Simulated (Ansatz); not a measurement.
A geometry of SiNi away from equilibrium: the start of the relaxation of a relaxed SiNi cell displaced along its unstable phonon at q = (½, ½, 0) of its primitive reciprocal cell (316i cm⁻¹), largest move 0.15 Å. These are PBE (plane waves to 420 eV, PAW, scalar-relativistic; Ansatz, an electronic-structure program) values and carry that method's errors. Γ-centred k-mesh 12×12×12 on the run's cell (coarser than for final values), Fermi–Dirac smearing 0.05 eV.

```xyz
4
Lattice="0.0000 4.7403 4.7403 2.3701 2.3701 4.7403 2.3701 2.3701 0.0000" Properties=species:S:1:pos:R:3:forces:R:3 pbc="T T T" free_energy=-12951.319 pressure_GPa=-2.0
Si     0.0000     0.0000    -0.1500    0.0000    0.0000   -0.9274
Si     2.3701     4.7403     2.5201    0.0000    0.0000    0.9274
Ni     2.3701     2.3701     2.2815    0.0000    0.0000   -1.4620
Ni     2.3701     4.7403     4.8288    0.0000    0.0000    1.4620
```

Positions in Å, forces in eV/Å, free energy of the cell in eV (comparable only within this code, potentials and settings). Largest force: 1.46 eV/Å, on Ni3, Ni4 (atoms numbered as listed); the geometry lies 0.39 eV/atom above the end of its relaxation.

No spin polarisation in the result. A magnetic state may lie lower.

The run could not lose the symmetry of its start, so the end can be a saddle point.

The end of the path is a generated cell of SiNi: the first start was made by placing the elements on the sites of a structure type, and the end was not matched to a known phase here, so it may be hypothetical. Known forms of SiNi include space group No. 62.
